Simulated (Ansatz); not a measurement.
Input and output for Rh (fcc type): DFT, LDA, PAW with Ansatz's default frozen-core files, scalar-relativistic (Ansatz 0.2.0). This run: bulk cell relaxed.

The start is a guessed cell.

Command: `ansatz run input.yaml --threads 2 --pin off --max-ram 4096MiB --backend cpu --events-out ev --progress --plain --runs-dir out` It took 3.4 s on 2 threads of Intel(R) Xeon(R) 6975P-C (Granite Rapids) (shared host), peak memory 0.37 GiB.

```yaml
crystal:
  lattice:
    - [0.0, 1.9014762304, 1.9014762304]
    - [1.9014762304, 0.0, 1.9014762304]
    - [1.9014762304, 1.9014762304, 0.0]
  atoms:
    - { symbol: Rh, position: [0.0, 0.0, 0.0] }
kpoints:
  mp_grid: { grid: [20, 20, 20] }
scf:
  occupations: { method: fermi_dirac, width: 0.05 }
hamiltonian:
  xc: lda
  pseudopotentials: { kind: paw }
output:
  forces: true
  stress: true
relax:
  f_tol: 0.005
  max_steps: 40
  cell: {}
```

Output:

```
Engine: ansatz 0.2.0
Pseudopotentials: kind: paw
Pseudopotential: Rh, paw, valence charge 17, recommended cutoff 420 eV (normal), Rh.paw.azcp
Functional definition: SPW92
  exchange = slater_x
  correlation = pw_c
Crystal: 1 atoms, lattice volume = 13.750 Å³
Basis set: ecut = 420 eV, 283 PW (Γ)
Bands: 13, of which v1, the nominal top of the filled ones, is band 9 counted from 1 (8 counted from 0)
Symmetry: 48 space group operations
Space group: Fm-3m (ITA 225), of the structure as read, at distance tolerance 2.4e-5 Å
k-points: 256 of 8000
Non-local potential: Rh, projectors of the file, l = 0: 3, l = 1: 2, l = 2: 2, l = 3: 1
PAW form: soft (Blöchl's): semilocal exchange-correlation on the pseudo side does not see the compensation charge
PAW frozen core: Rh, regenerated for the run's functional, and the local potential with it (the file was generated under x = pbe(κ = 0.804, μ = 0.2195149727645171), c = pbe(β = 0.06672455060314922))
PAW one-centre angular grid: Rh, 590 points (default); XC on 64 Gauss nodes
Initial density: superposition of atomic densities (neutral atoms: chi_scale 0, normalization atom), corrected by the library's trained network
Initial wavefunctions: pseudopotential atomic-orbital guess
Functional: x = slater, c = lda
SCF iter   1: F=—  HF=-6278.638042 eV  |F-HF|=—  |Δ(HF+E_count)|=         —  Δρ=1.06e-2  dr2=9.30e-3  ethr=1.77e-3  ⟨swp⟩=4.9  Hψ=18380  notcnv=0
preconditioner: auto → none  [metal: Δε(μ)=0.010 eV  Ē_g=13.952 eV  σ=0.050 eV  W_gap=0.05  n_scr=0 (ndim 8)  ℏωp=30.0 eV  f_vac=0.000  D(μ)=1.19/eV (n_scr^D=14)]
SCF iter   2: F=—  HF=-6278.635753 eV  |F-HF|=—  |Δ(HF+E_count)|=   2.29e-3  Δρ=4.90e-3  dr2=1.34e-3  ethr=5.47e-5  ⟨swp⟩=2.5  Hψ=7715  notcnv=0
SCF iter   3: F=—  HF=-6278.635420 eV  |F-HF|=—  |Δ(HF+E_count)|=   3.33e-4  Δρ=2.43e-3  dr2=1.42e-4  ethr=7.86e-6  ⟨swp⟩=2.6  Hψ=5083  notcnv=0
SCF iter   4: F=—  HF=-6278.635396 eV  |F-HF|=—  |Δ(HF+E_count)|=   2.43e-5  Δρ=1.10e-4  dr2=4.34e-7  ethr=8.35e-7  ⟨swp⟩=2.0  Hψ=3584  notcnv=0
SCF iter   5: F=—  HF=-6278.635397 eV  |F-HF|=—  |Δ(HF+E_count)|=   1.06e-6  Δρ=4.60e-5  dr2=6.15e-8  ethr=2.55e-9  ⟨swp⟩=2.5  Hψ=5519  notcnv=0
SCF iter   6: F=-6278.635397 eV  HF=-6278.635397 eV  |F-HF|=4.13e-10  |Δ(HF+E_count)|=   1.98e-8  Δρ=5.49e-6  dr2=7.23e-10  ethr=3.62e-10  ⟨swp⟩=2.0  Hψ=10534  notcnv=0
SCF 1 converged in 6 iterations: F = -6278.635397 eV  dr2 = 7.23e-10
  greatest PAW one-centre occupation: 1.000 electrons in one spin orbital (limit 2), on the Rh atom at site 0 (counted from 0), in its partial waves of l = 0
relax step   1: F+E_penalty+E_count = -6278.63539665 eV  Δ(F+E_penalty+E_count) = +0.000e0 eV  max|allowed force component| = 0.000e0 eV/Å  Δτ_max = 0.0000 Å  P = -11.215 GPa  Ω = 13.750 Å³  (6 SCF iters, dr2 threshold 1.00e-7 eV, accepted)
Crystal: 1 atoms, lattice volume = 12.764 Å³
Basis set: ecut = 420 eV, 259 PW (Γ)
Initial density: handed on by an earlier stage of this run
Initial wavefunctions: those handed on with the density
iter 1 solved again at ethr=2.82e-5 eV; its pass at ethr=3.10e-3 eV (dr2=4.80e-3 eV) is discarded
SCF iter   1: F=—  HF=-6278.639343 eV  |F-HF|=—  |Δ(HF+E_count)|=         —  Δρ=7.02e-3  dr2=4.83e-3  ethr=2.82e-5  ⟨swp⟩=1.0  Hψ=23602  notcnv=0
preconditioner: auto → none  [metal: Δε(μ)=0.010 eV  Ē_g=14.803 eV  σ=0.050 eV  W_gap=0.05  n_scr=0 (ndim 8)  ℏωp=31.2 eV  f_vac=0.000  D(μ)=1.04/eV (n_scr^D=14)]
SCF iter   2: F=—  HF=-6278.638148 eV  |F-HF|=—  |Δ(HF+E_count)|=   1.19e-3  Δρ=3.33e-3  dr2=5.22e-4  ethr=2.82e-5  ⟨swp⟩=2.0  Hψ=5396  notcnv=0
SCF iter   3: F=—  HF=-6278.638047 eV  |F-HF|=—  |Δ(HF+E_count)|=   1.01e-4  Δρ=1.41e-3  dr2=7.58e-5  ethr=3.07e-6  ⟨swp⟩=2.8  Hψ=5221  notcnv=0
SCF iter   4: F=—  HF=-6278.638047 eV  |F-HF|=—  |Δ(HF+E_count)|=   1.63e-7  Δρ=1.83e-4  dr2=1.05e-6  ethr=4.46e-7  ⟨swp⟩=1.0  Hψ=3328  notcnv=0
SCF iter   5: F=-6278.638048 eV  HF=-6278.638048 eV  |F-HF|=1.48e-9  |Δ(HF+E_count)|=   6.61e-7  Δρ=1.37e-5  dr2=3.45e-9  ethr=5.88e-10  ⟨swp⟩=4.3  Hψ=11104  notcnv=0
SCF 2 converged in 5 iterations: F = -6278.638048 eV  dr2 = 3.45e-9
relax step   2: F+E_penalty+E_count = -6278.63804784 eV  Δ(F+E_penalty+E_count) = -2.651e-3 eV  max|allowed force component| = 0.000e0 eV/Å  Δτ_max = 0.0000 Å  P = +12.321 GPa  Ω = 12.764 Å³  energy of the carried Pulay correction = +6.197e-4 eV  (5 SCF iters, dr2 threshold 1.00e-7 eV, accepted)
Crystal: 1 atoms, lattice volume = 13.262 Å³
iter 1 solved again at ethr=5.84e-6 eV; its pass at ethr=3.10e-3 eV (dr2=9.93e-4 eV) is discarded
SCF iter   1: F=—  HF=-6278.655040 eV  |F-HF|=—  |Δ(HF+E_count)|=         —  Δρ=3.49e-3  dr2=1.24e-3  ethr=5.84e-6  ⟨swp⟩=1.1  Hψ=23027  notcnv=0
preconditioner: auto → none  [metal: Δε(μ)=0.013 eV  Ē_g=14.388 eV  σ=0.050 eV  W_gap=0.07  n_scr=0 (ndim 8)  ℏωp=30.6 eV  f_vac=0.000  D(μ)=1.12/eV (n_scr^D=14)]
SCF iter   2: F=—  HF=-6278.654752 eV  |F-HF|=—  |Δ(HF+E_count)|=   2.88e-4  Δρ=1.74e-3  dr2=1.53e-4  ethr=5.84e-6  ⟨swp⟩=2.0  Hψ=4449  notcnv=0
SCF iter   3: F=—  HF=-6278.654721 eV  |F-HF|=—  |Δ(HF+E_count)|=   3.10e-5  Δρ=7.27e-4  dr2=2.20e-5  ethr=8.99e-7  ⟨swp⟩=2.8  Hψ=5169  notcnv=0
SCF iter   4: F=—  HF=-6278.654724 eV  |F-HF|=—  |Δ(HF+E_count)|=   2.49e-6  Δρ=1.10e-4  dr2=4.17e-7  ethr=1.29e-7  ⟨swp⟩=1.0  Hψ=3328  notcnv=0
SCF iter   5: F=-6278.654724 eV  HF=-6278.654724 eV  |F-HF|=8.80e-10  |Δ(HF+E_count)|=   2.12e-7  Δρ=8.34e-6  dr2=1.55e-9  ethr=5.88e-10  ⟨swp⟩=4.0  Hψ=10011  notcnv=0
SCF 3 converged in 5 iterations: F = -6278.654724 eV  dr2 = 1.55e-9
relax step   3: F+E_penalty+E_count = -6278.65472388 eV  Δ(F+E_penalty+E_count) = -1.668e-2 eV  max|allowed force component| = 0.000e0 eV/Å  Δτ_max = 0.0000 Å  P = -0.885 GPa  Ω = 13.262 Å³  energy of the carried Pulay correction = +3.011e-4 eV  (5 SCF iters, dr2 threshold 1.00e-7 eV, accepted)
Crystal: 1 atoms, lattice volume = 13.227 Å³
iter 1 solved again at ethr=3.50e-8 eV; its pass at ethr=3.10e-3 eV (dr2=5.95e-6 eV) is discarded
SCF iter   1: F=—  HF=-6278.654850 eV  |F-HF|=—  |Δ(HF+E_count)|=         —  Δρ=2.45e-4  dr2=6.41e-6  ethr=3.50e-8  ⟨swp⟩=2.0  Hψ=21894  notcnv=0
preconditioner: auto → none  [metal: Δε(μ)=0.013 eV  Ē_g=14.408 eV  σ=0.050 eV  W_gap=0.07  n_scr=0 (ndim 8)  ℏωp=30.6 eV  f_vac=0.000  D(μ)=1.11/eV (n_scr^D=14)]
[... lines left out ...]
Crystal: 1 atoms, lattice volume = 13.225 Å³
iter 1 solved again at ethr=2.22e-10 eV; its pass at ethr=3.10e-3 eV (dr2=3.77e-8 eV) is discarded
SCF iter   1: F=—  HF=-6278.654850 eV  |F-HF|=—  |Δ(HF+E_count)|=         —  Δρ=2.21e-5  dr2=4.07e-8  ethr=2.22e-10  ⟨swp⟩=2.0  Hψ=21890  notcnv=0
preconditioner: auto → none  [metal: Δε(μ)=0.013 eV  Ē_g=14.411 eV  σ=0.050 eV  W_gap=0.07  n_scr=0 (ndim 8)  ℏωp=30.6 eV  f_vac=0.000  D(μ)=1.11/eV (n_scr^D=14)]
SCF iter   2: F=-6278.654850 eV  HF=-6278.654850 eV  |F-HF|=1.76e-9  |Δ(HF+E_count)|=   7.20e-9  Δρ=1.15e-5  dr2=5.87e-9  ethr=5.61e-11  ⟨swp⟩=3.0  Hψ=11684  notcnv=0
SCF 5 converged in 2 iterations: F = -6278.654850 eV  dr2 = 5.87e-9
relax step   5: F+E_penalty+E_count = -6278.65485014 eV  Δ(F+E_penalty+E_count) = -2.123e-6 eV  max|allowed force component| = 0.000e0 eV/Å  Δτ_max = 0.0000 Å  P = +0.000 GPa  Ω = 13.225 Å³  energy of the carried Pulay correction = +3.245e-4 eV  (2 SCF iters, dr2 threshold 9.53e-9 eV, accepted)
Initial wavefunctions: pseudopotential atomic-orbital guess (no wavefunctions were taken with the density)
iter 1 solved again at ethr=1.38e-8 eV; its pass at ethr=3.10e-3 eV (dr2=2.35e-6 eV) is discarded
SCF iter   1: F=—  HF=-6278.654565 eV  |F-HF|=—  |Δ(HF+E_count)|=         —  Δρ=7.88e-5  dr2=7.24e-8  ethr=1.38e-8  ⟨swp⟩=3.0  Hψ=27853  notcnv=0
SCF iter   2: F=—  HF=-6278.654565 eV  |F-HF|=—  |Δ(HF+E_count)|=   2.45e-7  Δρ=3.80e-5  dr2=1.55e-8  ethr=4.26e-10  ⟨swp⟩=1.0  Hψ=3341  notcnv=0
SCF iter   3: F=—  HF=-6278.654565 eV  |F-HF|=—  |Δ(HF+E_count)|=   8.30e-9  Δρ=5.31e-6  dr2=2.61e-9  ethr=9.12e-11  ⟨swp⟩=2.2  Hψ=3828  notcnv=0
SCF iter   4: F=—  HF=-6278.654565 eV  |F-HF|=—  |Δ(HF+E_count)|=  6.56e-10  Δρ=1.28e-6  dr2=4.07e-11  ethr=1.54e-11  ⟨swp⟩=2.1  Hψ=4567  notcnv=0
SCF iter   5: F=-6278.654565 eV  HF=-6278.654565 eV  |F-HF|=0.00e0  |Δ(HF+E_count)|=  4.55e-12  Δρ=1.24e-7  dr2=3.74e-13  ethr=1.00e-12  ⟨swp⟩=5.0  Hψ=12083  notcnv=0
SCF 6 converged in 5 iterations: F = -6278.654565 eV  dr2 = 3.74e-13
relax step   6: F+E_penalty+E_count = -6278.65456506 eV  Δ(F+E_penalty+E_count) = +2.851e-4 eV  max|allowed force component| = 0.000e0 eV/Å  Δτ_max = 0.0000 Å  P = -0.016 GPa  Ω = 13.225 Å³  stress off target by 1.63e-2 GPa  SCF on the basis re-selected at this cell (its energy is not comparable with the rows above)  (5 SCF iters)
basis re-selected at this cell: Δ(F+E_penalty+E_count) = +2.851e-4 eV, ΔP = -0.016 GPa vs the last step (what re-selecting the basis moved, of the pressure what is left beyond the Pulay correction that the steps carried, after the strain that the cell walked since its last selection, with what the two solves' SCF thresholds leave and, on support functions, any second-order correction that the steps lacked; it is no measure of the basis error at this ecutwfc). This SCF's stress stands 1.63e-2 GPa from its target on what of the cell is left free (relax.cell.stress_tol is 5.00e-2 GPa) and its largest allowed force component is 0.00e0 eV/Å (relax.f_tol is 5.00e-3 eV/Å): within both
SCF converged after 5 iterations
Free energy (F): -6278.654565 eV
Harris-Foulkes:  -6278.654565 eV  (|F-HF|=0.00e0)
Internal energy: -6278.645312 eV  (E = F + TS)
E sigma→0 (E₀):  -6278.649939 eV
Entropy (-TS):   -0.009253 eV (-9.253 meV/atom)
Fermi energy:    23.210646 eV
--- Per-component energies (eV) ---
  E_band       = -73.264935
  E_kinetic    = 574.778437
  E_local      = -1520.389735  (includes V_loc(G=0)·N_el)
  E_nonlocal   = 360.207511
  E_hartree    = 532.568047
  E_xc         = -221.234096
  E_vxc        = -278.970638  (∫ρ·V_xc dr)
  E_paw        = -3463.843250  (= ΣΔE_a)
  E_vpaw       = -274.027322  (= ΣTr[D̂ρ^β])
  E_aug_tail   = 0.000724  (compensation charges beyond the density's cutoff)
  E_ewald      = -2541.355434
  E_core_change = 0.622482  (= ΣΔE_core)
  E_smearing   = -0.009253  (= −TS)
  E_closure    = -0.000000  (closes the sum)
  Σ components = -6278.654565   (vs F -6278.654565, Δ=0.00e0)
--- Forces (eV/Å), atoms counted from 1 ---
  atom   1  Rh     0.00000000    -0.00000000     0.00000000
  max |Σ_I F_I| component: 1.81e-31 eV/Å
--- Stress (GPa, compression-positive) ---
       -0.016338      -0.000000      -0.000000
       -0.000000      -0.016338      -0.000000
       -0.000000      -0.000000      -0.016338
  P = ⅓ Tr σ = -0.0163 GPa (-0.163 kbar)
--- Relaxed structure (5 steps of the walk, 5 accepted, 1 SCFs on fresh bases) ---
  F+E_penalty+E_count = -6278.65456506 eV   max|allowed force component| = 0.000e0 eV/Å   (the final SCF, on the basis selected at the relaxed cell)
  cell:  # Å, volume = 13.2246 Å³
    - [7.64305804934338e-35, 1.8769405495032423, 1.8769405495032425]
    - [1.8769405495032425, 1.1719355675659856e-33, 1.8769405495032425]
    - [1.8769405495032425, 1.8769405495032423, 1.044551266743596e-33]
  atoms:
    - { symbol: Rh, position: [0.0, 0.0, 0.0] }
```

Next run (bulk in the slab's orientation), as changes to the input before:

```diff
   lattice:
-    - [0.0, 1.9014762304, 1.9014762304]
-    - [1.9014762304, 0.0, 1.9014762304]
-    - [1.9014762304, 1.9014762304, 0.0]
+    - [1.8769405495, 1.8769405495, 0.0]
+    - [-1.8769405495, 1.8769405495, 0.0]
+    - [0.0, 0.0, 3.753881099]
   atoms:
+    - { symbol: Rh, position: [0.5, 0.5, 0.5] }
 kpoints:
-  mp_grid: { grid: [20, 20, 20] }
+  mp_grid: { grid: [14, 14, 10] }
 scf:
   stress: true
-relax:
-  f_tol: 0.005
-  max_steps: 40
-  cell: {}
+  eigenvalues: true
+  write_density: true
+  write_potential: true
+  elf: true
+  volumetric_format: npy
```

Results part of the output:

```
SCF 1 converged in 6 iterations: F = -12557.307135 eV  dr2 = 1.10e-9
  greatest PAW one-centre occupation: 1.000 electrons in one spin orbital (limit 2), on the Rh atom at site 1 (counted from 0), in its partial waves of l = 0
SCF converged after 6 iterations
Free energy (F): -12557.307135 eV
Harris-Foulkes:  -12557.307135 eV  (|F-HF|=7.08e-10)
Internal energy: -12557.287680 eV  (E = F + TS)
E sigma→0 (E₀):  -12557.297407 eV
Entropy (-TS):   -0.019455 eV (-9.728 meV/atom)
Fermi energy:    23.191247 eV
--- Per-component energies (eV) ---
  E_band       = -146.538320
  E_kinetic    = 1149.554419
  E_local      = -3040.757606  (includes V_loc(G=0)·N_el)
  E_nonlocal   = 720.409069
  E_hartree    = 1065.121059
  E_xc         = -442.467156
  E_vxc        = -557.939887  (∫ρ·V_xc dr)
  E_paw        = -6927.683009  (= ΣΔE_a)
  E_vpaw       = -548.048997  (= ΣTr[D̂ρ^β])
  E_aug_tail   = 0.001448  (compensation charges beyond the density's cutoff)
  E_ewald      = -5082.710868
  E_core_change = 1.244964  (= ΣΔE_core)
  E_smearing   = -0.019455  (= −TS)
  E_closure    = -0.000000  (closes the sum)
  Σ components = -12557.307135   (vs F -12557.307135, Δ=0.00e0)
--- Forces (eV/Å), atoms counted from 1 ---
  atom   1  Rh     0.00000000    -0.00000000     0.00000000
  atom   2  Rh     0.00000000    -0.00000000    -0.00000000
  max |Σ_I F_I| component: 1.26e-29 eV/Å
--- Stress (GPa, compression-positive) ---
        0.004344       0.000000       0.000000
        0.000000       0.004344       0.000000
        0.000000       0.000000      -0.023031
  P = ⅓ Tr σ = -0.0048 GPa (-0.048 kbar)
--- Band table (eV; the first three rows and the last of 216) ---
  k-point 0: bands = ["-55.6458", "-55.4668", "-23.9173", "-23.4276", "-23.4276", "-23.1214", "-23.1184", "-23.1184", "14.8630", "16.4861", "16.8644", "19.9066", "19.9066", "19.9090", "22.1621", "22.1631", "23.8154", "24.2731", "24.2731", "26.4490", "35.9024"]
  k-point 1: bands = ["-55.6414", "-55.4712", "-23.8992", "-23.4202", "-23.4202", "-23.1423", "-23.1261", "-23.1261", "15.0035", "16.5646", "16.9240", "19.8125", "19.9801", "19.9801", "22.0582", "22.1993", "23.7699", "24.0998", "24.0998", "25.9036", "36.5476"]
  k-point 2: bands = ["-55.6288", "-55.4840", "-23.8461", "-23.3986", "-23.3986", "-23.2026", "-23.1484", "-23.1484", "15.4104", "16.7835", "17.1000", "19.5417", "20.1989", "20.1989", "21.7715", "22.3054", "23.6352", "23.6352", "23.6396", "24.6280", "37.7936"]
  k-point 215: bands = ["-55.4665", "-55.4665", "-23.6746", "-23.6746", "-23.6746", "-23.6746", "-23.4404", "-23.4404", "17.8642", "17.8642", "19.1509", "19.1509", "19.1509", "19.1509", "21.9161", "21.9161", "24.2796", "24.2796", "33.0605", "33.0605", "33.0605"]
```

Next run, as changes to the input before:

```diff
   lattice:
-    - [1.8769405495, 1.8769405495, 0.0]
-    - [-1.8769405495, 1.8769405495, 0.0]
-    - [0.0, 0.0, 3.753881099]
+    - [2.6543947809, 0.0, 0.0]
+    - [0.0, 2.6543947809, 0.0]
+    - [0.0, 0.0, 23.5078]
   atoms:
-    - { symbol: Rh, position: [0.0, 0.0, 0.0] }
-    - { symbol: Rh, position: [0.5, 0.5, 0.5] }
+    - { symbol: Rh, position: [0.0, 0.0, 0.3403133813] }
+    - { symbol: Rh, position: [0.5, 0.5, 0.4201566904] }
+    - { symbol: Rh, position: [0.0, 0.0, 0.5] }
+    - { symbol: Rh, position: [0.5, 0.5, 0.5798433096] }
+    - { symbol: Rh, position: [0.0, 0.0, 0.6596866187] }
 kpoints:
-  mp_grid: { grid: [14, 14, 10] }
+  mp_grid: { grid: [14, 14, 1] }
 scf:
   eigenvalues: true
-  write_density: true
-  write_potential: true
-  elf: true
-  volumetric_format: npy
+  populations: true
+efield:
+  axis: 3
+  amplitude: 0
+  dipole_correction: true
```

Results part of the output:

```
SCF 1 converged in 8 iterations: F = -31390.518862 eV  dr2 = 5.07e-8
  greatest PAW one-centre occupation: 1.000 electrons in one spin orbital (limit 2), on the Rh atom at site 2 (counted from 0), in its partial waves of l = 0
SCF converged after 8 iterations
Free energy (F): -31390.518862 eV
Harris-Foulkes:  -31390.518862 eV  (|F-HF|=1.38e-7)
Internal energy: -31390.451308 eV  (E = F + TS)
E sigma→0 (E₀):  -31390.485085 eV
Entropy (-TS):   -0.067555 eV (-13.511 meV/atom)
Fermi energy:    5.975302 eV
Dipole field:    D = 0.000004 V/Å  (p = 0.000004 e·Å, saw-weighted, corrected)
Work function:   Φ+ = 5.4863 eV   Φ− = 5.4864 eV
Levels:          The Fermi level and band energies are counted from a zero that moves with the ramp; work functions are not
--- Per-component energies (eV) ---
  E_band       = -1804.991627
  E_kinetic    = 2866.991654
  E_local      = -140973.801589  (includes V_loc(G=0)·N_el)
  E_nonlocal   = 1805.835859
  E_hartree    = 68628.085717
  E_xc         = -1100.428591
  E_vxc        = -1387.335887  (∫ρ·V_xc dr)
  E_paw        = -17320.882353  (= ΣΔE_a)
[... lines left out ...]
  atom   4  Rh     0.00000000    -0.00000000     0.73114103
  atom   5  Rh    -0.00000000    -0.00000000    -0.71833929
  max |Σ_I F_I| component: 7.04e-7 eV/Å
--- Stress (GPa, compression-positive) ---
       -4.168574      -0.000000       0.000000
       -0.000000      -4.168574      -0.000000
        0.000000      -0.000000      -2.561649
  P = ⅓ Tr σ = -3.6329 GPa (-36.329 kbar)
--- Band table (eV; the first three rows and the last of 36) ---
  k-point 0: bands = ["-72.8863", "-72.8123", "-72.7584", "-72.1432", "-72.1432", "-41.1005", "-40.8277", "-40.6403", "-40.6403", "-40.5591", "-40.5313", "-40.5313", "-40.4234", "-40.4234", "-39.9523", "-39.9454", "-39.9069", "-39.9069", "-39.9065", "-39.9065", "-1.8681", "-0.6325", "-0.4658", "-0.1309", "0.4465", "0.5374", "0.6475", "1.3930", "2.1906", "2.5980", "2.9578", "2.9578", "3.8129", "3.8129", "4.0978", "4.3180", "4.7717", "4.9620", "4.9620", "5.0790", "5.3844", "5.5084", "6.0549", "6.1247", "6.1247", "6.5416", "6.6593", "6.8361", "6.8361", "7.2158", "8.5494"]
  k-point 1: bands = ["-72.8825", "-72.8099", "-72.7576", "-72.1411", "-72.1411", "-41.0937", "-40.8373", "-40.6513", "-40.6355", "-40.6023", "-40.5289", "-40.5139", "-40.4481", "-40.4239", "-39.9495", "-39.9455", "-39.9278", "-39.9266", "-39.9055", "-39.9052", "-1.7330", "-0.5190", "-0.3670", "-0.0337", "0.5290", "0.6435", "0.7486", "1.4603", "2.2238", "2.6682", "2.9280", "2.9899", "3.4908", "3.7815", "4.2388", "4.4086", "4.5729", "4.7815", "4.7915", "5.0401", "5.5947", "5.6842", "5.7251", "5.8449", "6.3496", "6.3554", "6.4056", "6.5760", "6.8773", "7.7640", "9.2034"]
  k-point 2: bands = ["-72.8716", "-72.8032", "-72.7557", "-72.1353", "-72.1353", "-41.0757", "-40.8707", "-40.6802", "-40.6781", "-40.6217", "-40.5222", "-40.5109", "-40.5091", "-40.4257", "-39.9886", "-39.9875", "-39.9411", "-39.9393", "-39.9015", "-39.9013", "-1.3546", "-0.2504", "-0.1465", "0.3003", "0.6698", "0.8932", "1.0414", "1.7938", "2.3287", "2.8597", "2.8953", "3.0761", "3.1382", "3.6792", "3.7509", "4.4584", "4.4874", "4.5535", "4.8585", "4.9008", "5.3160", "5.3610", "5.3677", "5.6284", "6.2291", "6.2364", "6.6139", "6.7534", "6.8680", "8.6604", "10.3106"]
  k-point 35: bands = ["-72.7430", "-72.7198", "-72.7197", "-72.0567", "-72.0567", "-41.1064", "-41.1064", "-40.9436", "-40.9436", "-40.7691", "-40.7691", "-40.7414", "-40.6875", "-40.6826", "-40.2898", "-40.2898", "-40.2878", "-40.2878", "-39.9107", "-39.9106", "-0.4154", "-0.3504", "-0.0075", "-0.0075", "0.2838", "0.8715", "1.0627", "1.0627", "1.2099", "2.5807", "2.5807", "4.3988", "4.3988", "5.0589", "5.3754", "5.8979", "6.2110", "6.2110", "6.2668", "6.4274", "7.0196", "7.0448", "7.0467", "7.6222", "7.6222", "10.3066", "10.3066", "12.6131", "12.6131", "15.0834", "15.0834"]
--- Löwdin populations: 5 sites ---
  site symbol       q [e]
     0     Rh     16.9281
     1     Rh     16.8721
     2     Rh     16.8936
     3     Rh     16.8721
     4     Rh     16.9281
  spilling = 0.005951 (of n_electrons = 85.000000)
```

The PAW files were made under PBE.
